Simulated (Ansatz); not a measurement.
Space group P2_13 (No. 198). a = 4.878 Å, b = 4.878 Å, c = 4.878 Å, α = 90.00°, β = 90.00°, γ = 90.00°
| atom | site | symmetry | x | y | z |
| --- | --- | --- | --- | --- | --- |
| Al | 4a | .3. | 0.8441 | 0.8441 | 0.8441 |
| Pt | 4a | .3. | 0.1549 | 0.1549 | 0.1549 |

Equation of state of this AlPt structure (not necessarily the ground state), with shape and atoms relaxed at each volume where symmetry leaves them free. It has no gap at any of these volumes. Computed with DFT r2SCAN, scalar-relativistic, plane waves, PAW (Ansatz 0.2.0).

Settings: cutoff 500 eV, Γ-centred mesh 8×8×8 on the computed 8-atom cell, Gaussian smearing of 0.10 eV; no spin polarisation.

```
V (Å³/atom) E − E(largest V) (meV/atom) P (GPa)
     12.768                        92.66    35.05
     13.203                        13.02    23.95
     13.638                       -38.90    14.59
     14.073                       -67.44     6.70
     14.509                       -76.28     0.05
     14.944                       -68.52    -5.55
     15.379                       -46.81   -10.26
     15.959                         0.00   -15.39
```

Fit a third-order Birch–Murnaghan equation to E(V).

V0 = 14.51 Å³/atom, B0 = 203 GPa, B0' = 4.7.

Spin-orbit coupling is left out, which matters for the bands of heavy elements.

Cost: 8 runs of about 22 core-minutes in all, on Intel Xeon Platinum 8259CL (Skylake/Cascade Lake) (shared hosts).